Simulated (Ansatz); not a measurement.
Below is a relaxed structure of Al₅N. The cell was found from a structure generator's guess, not taken from experiment.

All numbers below come from Ansatz 0.2.0, DFT PBE, scalar-relativistic, plane waves, PAW. Cutoff 420 eV, Γ-centred mesh, Gaussian smearing, no spin polarisation.

```
Al N
1.0
     4.76118    0.00000    0.00000
    -0.03684    5.03151    0.00000
    -0.15790   -0.32095    8.29012
Al N
10 2
Direct
  0.94482 0.17413 0.17719
  0.02629 0.64957 0.70382
  0.03533 0.67678 0.03330
  0.02324 0.16360 0.52465
  0.02819 0.65778 0.37302
  0.09480 0.15387 0.86578
  0.51668 0.53686 0.21892
  0.55353 0.94257 0.67936
  0.51477 0.02842 0.36138
  0.54323 0.53058 0.88176
  0.23367 0.31001 0.33308
  0.48546 0.17582 0.84773
```

The zero of energy is the elements' standard structures at the same level (N₂ as a molecule); no fitted shifts are applied.

Q: What space group does it have?

A: P1 (No. 1). Conventional cell: a = 4.761 Å, b = 5.032 Å, c = 8.298 Å, α = 92.2°, β = 91.1°, γ = 90.4°. Around Al on its first site lie 1 N at 1.97 Å and 7 Al at 2.69–2.90 Å; around Al on its second site lie 10 Al at 2.71–3.03 Å; Al on its third site is surrounded by 10 Al at 2.72–3.03 Å and 1 N at 3.28 Å; N on its first site is surrounded by 5 Al at 1.97–2.05 Å, 1 Al at 3.28 Å and 1 Al at 3.45 Å; 8 more sites not described.

Q: What is its formation energy per atom?

A: −0.05 eV/atom. It lies below the elements, which doesn't yet make it stable against other compounds or structures.

Q: Is it a metal?

A: Yes, bands cross the Fermi level on the 8×8×6 mesh.

The last run used an 8×8×6 mesh (in the run's order of axes) for its 12-atom cell and Gaussian smearing of 0.10 eV. This cell was reached by moving the atoms of another relaxed cell at random and relaxing again, last within the group found; it had no such test of its own.
